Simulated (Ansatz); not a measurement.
In plane-wave PAW PBEsol (Ansatz code), TiC in the hexagonal phase (P6_3/mmc; Ti on 2c, C on 2d) relaxes to a = 3.583 Å, c = 4.249 Å. C has 5 nearest neighbours from 2.07 Å (trigonal bipyramidal). Its formation energy from the elements is -608 meV/atom, with no fitted shifts.

Electronic character: metallic (no gap).

An equation-of-state fit gives a bulk modulus of 205 GPa. The relaxed-ion elastic constants in GPa are C11 = 268, C12 = 216, C13 = 90.8, C33 = 555, C44 = 147. The elastic constants imply a Debye temperature near 644 K. The highest mode at Γ lies at 613 cm^-1.

The start of the workflow was typed in or built on a structure type; neither database checked (COD, Materials Project) lists it. It is not the phase usual at ambient conditions (space group No. 225). Symmetry was held in the PBEsol relaxation; of distortions, only those at the zone centre were tested. No spin polarisation was allowed. The volume moved by -17 % from the start of the relaxation. As this level gives no gap, shear constants depend on the k-mesh and smearing (Fermi–Dirac, 0.1 eV here). As this level gives no gap, phonon frequencies hold no LO–TO term and depend on the k-mesh and smearing (Fermi–Dirac, 0.1 eV here). The references are the lowest solids computed at this level, not always the standard phases.

Potentials: the later of the program's two PAW sets.
